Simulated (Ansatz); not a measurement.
Values for one crystal, relaxed and computed with plane-wave PAW r²SCAN (Ansatz code); other levels are named.

| Quantity | Result |
|---|---|
| Volume per atom | 18.53 Å³ |
| Electronic character | metallic (no gap) |
| Pressure derivative B′ | 3.8 |
| Bulk modulus (Birch–Murnaghan fit) | 147 GPa |
| Formation energy from the elements (no fitted shifts) | -0.79 eV/atom |
| Density of states at the Fermi level | 0.38 states/eV per atom (mean over ±0.08 eV) |

Q: Pick the material that matches.
(A) Hf2Si, I4/mcm (Hf on 8h, Si on 4a)
(B) NbSi2, P6_422 (Nb on 3c, Si on 6i)
(C) HfN, CsCl type
(D) SiC, rock salt

A: A, Hf2Si, I4/mcm (Hf on 8h, Si on 4a)

The first step of the workflow began from a Materials Project structure, measured or hypothetical; the Crystallography Open Database copy checked does not list it. Whether it is the stable phase at ambient conditions was not checked. The r²SCAN relaxation kept the symmetry of its start; its stability against distortions is not shown here. The run is not spin-polarised. The references are the lowest solids computed at this level, not always the standard phases. Scalar-relativistic: spin–orbit coupling is off unless named, which matters more the heavier the elements.

Potentials: the later of the program's two PAW sets.
